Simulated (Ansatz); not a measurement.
Starting cell, Ti3AlC2 (space group P6_3/mmc):

```
Ti3AlC2
1.0
    3.02798     0.00000     0.00000
   -1.51399     2.62231     0.00000
    0.00000     0.00000    18.33287
Ti Al C
6 2 4
Cartesian
  1.51399   0.87410   6.83667
  0.00000   1.74820  11.49620
  0.00000   1.74820  16.00310
  1.51399   0.87410   2.32977
  0.00000   0.00000   9.16644
  0.00000   0.00000   0.00000
  0.00000   0.00000  13.74965
  0.00000   0.00000   4.58322
  0.00000   1.74820   7.89585
  1.51399   0.87410  10.43702
  1.51399   0.87410  17.06228
  0.00000   1.74820   1.27059
```

A phonon eigenvector at Γ is frozen into this cell: atom i moves by Q times the vector below, so Q is the largest atomic displacement, in Å. The cell is held. It is one choice among 2 degenerate patterns.

```tsv
atom	x	y	z
Ti1	0.000	-0.898	0.000
Ti2	0.000	-0.898	0.000
Ti3	0.000	0.898	0.000
Ti4	0.000	0.898	0.000
Ti5	0.000	-1.000	0.000
Ti6	0.000	1.000	0.000
C9	0.000	-0.935	0.000
C10	0.000	-0.935	0.000
C11	0.000	0.935	0.000
C12	0.000	0.935	0.000
```

Atoms not listed stay in place.

These are LDA (plane waves to 420 eV, PAW, scalar-relativistic; Ansatz, a first-principles code) values and carry that method's errors. k mesh 14×14×2 (Γ-centred), Fermi-Dirac smearing 0.05 eV. E stands for the smeared free energy. With partly filled bands, energies and forces of such displacements shift with the k mesh and the smearing. Ti3AlC2 is run without spin polarisation. Ti3AlC2 was relaxed with its symmetry unable to fall. ΔE is measured from the undisplaced structure.

```
Q (Å)   ΔE (eV/cell)  −dE/dQ from forces (eV/Å)
------  ------------  -------------------------
-0.180         0.103                      1.131
-0.150         0.071                      0.948
-0.120         0.046                      0.761
-0.090         0.026                      0.573
-0.060         0.011                      0.383
-0.030         0.003                      0.192
0.000          0.000                      0.000
0.030          0.003                     -0.192
0.060          0.011                     -0.383
0.090          0.026                     -0.573
0.120          0.046                     -0.761
0.150          0.071                     -0.948
0.180          0.103                     -1.131
```

Key numbers:

The energy at Q = 0.180 Å is 103 meV/cell. Space group of the distorted cell: Cmc2_1 (No. 36), lowered from P6_3/mmc. Symmetry of the curve: even: the same for both signs. Shape of the curve: a single well with its minimum at or next to zero displacement. Harmonic wavenumber from the curvature (finite differences): 77 cm⁻¹. Wavenumber by perturbation theory (DFPT, on another k mesh): 77 cm⁻¹.

The 13 points together took about 10 core-minutes (a rough figure).

(For displaced atoms, the force is minus the slope of the energy, and its curvature is a force constant, which sets phonon frequencies.)
